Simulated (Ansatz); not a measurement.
Theory: Ansatz, DFT PBE, scalar-relativistic, plane waves, PAW. Cutoff 420 eV, Γ-centred meshes of about 0.25 Å⁻¹ or finer for metals and 0.3 Å⁻¹ for insulators (2π included), Gaussian smearing. No spin polarisation.

Temperature and zero-point effects are left out.

Two relaxed structures of Ge3Te2O:

A.

Space group P4/nmm:1 (No. 129). a = 4.142 Å, b = 4.142 Å, c = 18.588 Å, α = 90.00°, β = 90.00°, γ = 90.00°
| atom | site | symmetry | x | y | z |
| --- | --- | --- | --- | --- | --- |
| Ge | 2c | 4mm | 0.0000 | 0.5000 | 0.6002 |
| Ge | 2c | 4mm | 0.0000 | 0.5000 | 0.2699 |
| Ge | 2c | 4mm | 0.0000 | 0.5000 | 0.9570 |
| Te | 2c | 4mm | 0.0000 | 0.5000 | 0.4183 |
| Te | 2c | 4mm | 0.0000 | 0.5000 | 0.7509 |
| O | 2a | -4m2 | 0.5000 | 0.5000 | 0.0000 |

B.

Space group R-3m:H (No. 166). a = 4.515 Å, b = 4.515 Å, c = 29.645 Å, α = 90.00°, β = 90.00°, γ = 120.00°
```
atom  site  symmetry       x       y       z
  Ge    3a       -3m  0.0000  0.0000  0.0000
  Ge    6c        3m  0.6667  0.3333  0.7719
  Te    6c        3m  0.0000  0.0000  0.7219
   O    3b       -3m  0.6667  0.3333  0.8333
```

Question: Which form is favoured at zero pressure, and by what margin per atom?

Answer: A is lower, by 45 meV/atom. A has space group P4/nmm (No. 129), 26.6 Å³/atom and a gap of 0.49 eV on its mesh; B has space group R-3m (No. 166), 29.1 Å³/atom and no gap. Counting Ge or Te atoms around O (for each partner element, those within 1.25 times its shortest distance or 1.15 times the sum of covalent radii, where it is the nearest in units of that sum or under 1.3; the shortest distance is added where it exceeds 1.18 times the sum of covalent radii), A has O 4 from 2.2 Å and B has O 2. In A, Ge on its first site is surrounded by 5 Te at 2.80–2.95 Å and 1 Te at 3.38 Å; Te on its first site is surrounded by 1 Ge at 2.76 Å, 4 Ge at 2.95 Å and 1 Ge at 3.38 Å; O has 4 Ge at 2.22 Å and 4 O at 2.93 Å; 3 more sites not described. In B, around Ge on a site of symmetry -3m lie 6 Te at 3.08 Å; Te is surrounded by 6 Ge at 3.00–3.08 Å; O has 2 Ge at 1.82 Å; 1 more site not described. Both come from trial cells of a structure search, whose lowest cell (P2_1, 25.4 Å³/atom) lies 89 meV/atom below the lower of the two.

Weakly bound directions are ill-defined at this level, which has no dispersion term (P4/nmm), and this can change margins and order among such cells. These runs have no spin–orbit coupling, which can matter for Te. Kohn–Sham gaps at this level usually fall short of measured ones. The missing spin–orbit coupling can work the other way here. The zero gap of R-3m may come from the functional, which often closes small gaps. With atoms moved at random, A (by 89 meV/atom) fell into a lower structure. B had no clear such test and can be a saddle point. Some types were kept out of the candidates beforehand, so the set may lack a known form.
